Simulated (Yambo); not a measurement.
Yambo run on Mg$_{3}$ZnO$_{4}$ (space group Cmmm, No. 65). The wavefunctions come from this Quantum ESPRESSO step (LDA, PseudoDojo standard norm-conserving files, scalar-relativistic):

```
&CONTROL
  calculation = 'nscf'
  pseudo_dir = './pseudo'
  outdir = './out'
/
&SYSTEM
  ibrav = 0
  nat = 8
  ntyp = 3
  ecutwfc = 84.0
  ecutrho = 336.0
  occupations = 'fixed'
  force_symmorphic = .true.
  nbnd = 168
/
&ELECTRONS
  conv_thr = 8e-09
  diago_full_acc = .true.
  diago_thr_init = 1e-08
/
ATOMIC_SPECIES
O 15.9990 O.upf
Mg 24.3050 Mg.upf
Zn 65.3800 Zn.upf
CELL_PARAMETERS angstrom
  3.023000000000  -4.276705000000   0.000000000000
  3.023000000000   4.276705000000   0.000000000000
  0.000000000000   0.000000000000   3.028080000000
ATOMIC_POSITIONS crystal
O   0.253180000000   0.746820000000   0.000000000000
O   0.746820000000   0.253180000000   0.000000000000
O   0.744070000000   0.744070000000   0.500000000000
O   0.255930000000   0.255930000000   0.500000000000
Mg   0.500000000000   0.500000000000   0.000000000000
Mg   0.000000000000   0.500000000000   0.500000000000
Mg   0.500000000000  -0.000000000000   0.500000000000
Zn   0.000000000000   0.000000000000   0.000000000000
K_POINTS automatic
2 2 4 0 0 0
```

Yambo input:

```
rim_cut
gw0
dyson
el_el_corr
HF_and_locXC
ppa
em1d
RandQpts= 1000000
RandGvec= 1 Ry
EXXRLvcs= 84 Ry
VXCRLvcs= 336 Ry
Chimod= "HARTREE"
% BndsRnXp
 8 | 167 |
%
NGsBlkXp= 8 Ry
% LongDrXp
 1.0 | 1.0 | 1.0 |
%
PPAPntXp= 27.2114 eV
% GbndRnge
 1 | 167 |
%
GTermKind= "BG"
DysSolver= "n"
ExtendOut
% QPkrange
 1 | 1 | 37 | 38 |
 3 | 3 | 37 | 38 |
 4 | 4 | 37 | 38 |
 6 | 6 | 37 | 38 |
 7 | 7 | 37 | 38 |
 9 | 9 | 37 | 38 |
%
```

k points by index: 1 = Γ, 3 = (0, 0, -0.5), 4 = (0, -0.5, 0), 6 = (0, -0.5, -0.5), 7 = (-0.5, -0.5, 0), 9 = (-0.5, -0.5, -0.5).

Table of the .qp output:

```
#    K-point    Band    Eo [eV]    E [eV]    E-Eo [eV]    Vxc [eV]    Vnlxc [eV]    Sc|Eo [eV]    Sc|E [eV]    dSc/dw|Eo [eV]    Re(Z)    Im(Z)
#
    1    37    -0.042785    -1.192200    -1.149415    -22.25890    -28.00786    4.305277    4.599549    -6.965914    0.796181    -0.001182
    1    38    3.126874    4.282922    1.156049    -14.77327    -10.02041    -3.374819    -3.596809    -5.224945    0.838916    -0.892075E-3
    3    37    -0.033107    -1.155879    -1.122772    -22.46878    -28.27454    4.392309    4.682987    -7.044104    0.794364    -0.001163
    3    38    7.117895    8.887113    1.769218    -17.38437    -11.32916    -3.907647    -4.285994    -5.819245    0.823823    0.440012E-3
    4    37    0.000000    -1.098208    -1.098208    -21.83799    -27.49711    4.278364    4.560915    -7.000315    0.795381    -0.001164
    4    38    5.245575    6.641485    1.395910    -16.68294    -11.63608    -3.354567    -3.650956    -5.777376    0.824867    -0.974279E-3
    6    37    -0.487045    -1.716874    -1.229829    -22.08814    -28.01804    4.386470    4.700065    -6.937976    0.796833    -0.001188
    6    38    6.873019    8.626514    1.753495    -16.44934    -10.31452    -4.021258    -4.381329    -5.587413    0.829645    -0.001013
    7    37    -0.152198    -1.260106    -1.107907    -22.03458    -27.80959    4.380428    4.667098    -7.040176    0.794455    -0.001177
    7    38    5.734349    7.234153    1.499804    -17.42724    -12.15833    -3.442408    -3.769107    -5.927117    0.821140    -0.924720E-3
    9    37    -0.018893    -1.166063    -1.147170    -22.37364    -28.13236    4.318442    4.611553    -6.952042    0.796505    -0.001148
    9    38    6.082407    7.783486    1.701079    -15.04455    -8.953168    -4.070295    -4.390307    -5.118376    0.841677    -0.002063
```
(The two width columns are left out.) Convergence of these settings isn't established.

Geometry of the Materials Project entry, not relaxed at this level.

The structure is a Materials Project entry; no match was found in the copy of COD used, and its stability was not checked.
